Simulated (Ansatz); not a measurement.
A trial cell of Pt was relaxed with PBE (plane waves to 420 eV, PAW, scalar-relativistic; Ansatz, a program for electronic structure).

Before: P-1 (No. 2), aP4; a = 2.6821 Å, b = 3.1757 Å, c = 7.1177 Å, α = 85.70°, β = 89.06°, γ = 85.15°.

After relaxation:

Simulated powder pattern, Co Kα, λ = 1.79026 Å (kinematic, ideal powder, no thermal factors, no anomalous dispersion; the 24 strongest lines at most, above 1 %, up to 2θ = 90°):

| 2θ (°) | I/Imax (%) |
|---|---|
| 43.73 | 71 |
| 49.65 | 100 |
| 63.56 | 25 |
| 81.67 | 6.5 |
| 84.68 | 48 |

Task: Identify the relaxed structure from its pattern: crystal system, space group and cell.

Result: Tetragonal, I4/mmm (No. 139), tI2, AFLOW prototype A_tI2_139_a (A_a); a = 3.399 Å, b = 3.399 Å, c = 2.738 Å, α = 90.00°, β = 90.00°, γ = 90.00°. Sites: Pt 2a (0.000, 0.000, 0.000).

Task: Index the strongest lines.

Result: 43.73° (110), 49.65° (101), 63.56° (200), 81.67° (002), 84.68° (211).

No spin polarisation in the result.

The run could not lose the symmetry of its start; a randomly shaken copy of 2 atoms returns to this structure.

The relaxed structure here is a generated cell of Pt: the first start was made by placing the elements on the sites of a structure type, and the end was not matched to a known phase here, so it may be hypothetical. Known forms of Pt include space group No. 225.
